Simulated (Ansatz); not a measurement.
Question: Each is relaxed and computed with DFT-LDA in the program Ansatz with PAW potentials. Which is the only metal?
A) CdPS3, C2/m (Cd on 4g, P on 4i, S on 8j, S on 4i)
B) SnPS3, R-3 (Sn on 6c, P on 6c, S on 18f)
C) MoSe2, P6_3/mmc (Mo on 2c, Se on 4f)
D) MoP2, Cmc2_1 (Mo on 4a, P on 4a, P on 4a)

Answer: D, MoP2, Cmc2_1 (Mo on 4a, P on 4a, P on 4a). MoP2: metal; MoSe2: gap 0.72 eV (indirect); CdPS3: gap 1.71 eV (indirect); SnPS3: gap 1.25 eV (indirect). Standing as an ambient phase not checked: MoP2, Cmc2_1 (Mo on 4a, P on 4a, P on 4a); CdPS3, C2/m (Cd on 4g, P on 4i, S on 8j, S on 4i); SnPS3, R-3 (Sn on 6c, P on 6c, S on 18f). Weakly bound layers, chains or molecules computed without a dispersion correction, so cells and soft constants are ill determined: MoSe2, P6_3/mmc (Mo on 2c, Se on 4f); CdPS3, C2/m (Cd on 4g, P on 4i, S on 8j, S on 4i); SnPS3, R-3 (Sn on 6c, P on 6c, S on 18f). All cells were relaxed under the symmetry of their starts (and spin orders); stability against distortions was not tested throughout. Rows with no word on spin ran without spin polarisation. Scalar-relativistic: spin–orbit coupling is off unless named, which matters more the heavier the elements.

Potentials: the later of the program's two PAW sets.
